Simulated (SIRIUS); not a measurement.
Set-up for a self-consistent single point of Ge₃PbSe₄ (Pm, 8 atoms in the cell; from Materials Project mp-1224389, changed as shown).

```xyz
8
Lattice="4.6259 0.0000 0.0000 0.0000 4.0227 0.0000 -0.0095 0.0000 11.5582" Properties=species:S:1:pos:R:3 pbc="T T T"
Ge     0.5782     0.0000    10.1042
Ge     2.8903     2.0113     7.2944
Ge     4.0613     2.0113     1.4448
Pb     1.8851     0.0000     4.4788
Se     2.3547     0.0000     1.5927
Se     4.5712     0.0000     7.5382
Se     2.2730     2.0113     9.7852
Se     4.4779     2.0113     3.9934
```

Method: LDA (PW92), GBRV LDA ultrasoft pseudopotentials (plane waves; SIRIUS).

SIRIUS settings:

| setting | value |
|---|---|
| parameters.ngridk | 3 3 1 |
| parameters.xc_functionals | [XC_LDA_X, XC_LDA_C_PW] |
| parameters.gk_cutoff | 6.325 1/bohr |
| parameters.pw_cutoff | 14.143 1/bohr |
| parameters.smearing | fermi_dirac |
| parameters.smearing_width | 0.000734986 Ha |
| potentials | GBRV LDA ultrasoft pseudopotentials |
| parameters.electronic_structure_method | pseudopotential |
| parameters.num_bands | 48 |
| parameters.num_mag_dims | 0 |
| parameters.num_dft_iter | 100 |
| parameters.energy_tol | 1e-07 Ha |
| parameters.density_tol | 1e-06 |
| mixer.type | broyden2 |
| mixer.beta | 0.7 |
| mixer.use_hartree | true |

Problem. Estimate, at this level of theory: pressure and largest force (vector length).

Solution. The run gave:

* **Pressure**: -4.55 GPa
* **Largest force (vector length)**: 0.621 eV/Å

For comparison: a first run was changed to give this one (volume scaled by 1.02), and from it to this one the free energy rises by 13.6 meV/atom, the pressure goes from -3.76 to -4.55 GPa and the largest force goes from 0.513 to 0.621 eV/Å.

Spin-orbit coupling is left out, which matters for bands and gaps with elements this heavy. The structure comes from a collection of computed structures, made at another level of theory; the collection holds predicted forms beside known ones.

Cost on one core: about 100 core-seconds (a rough figure).
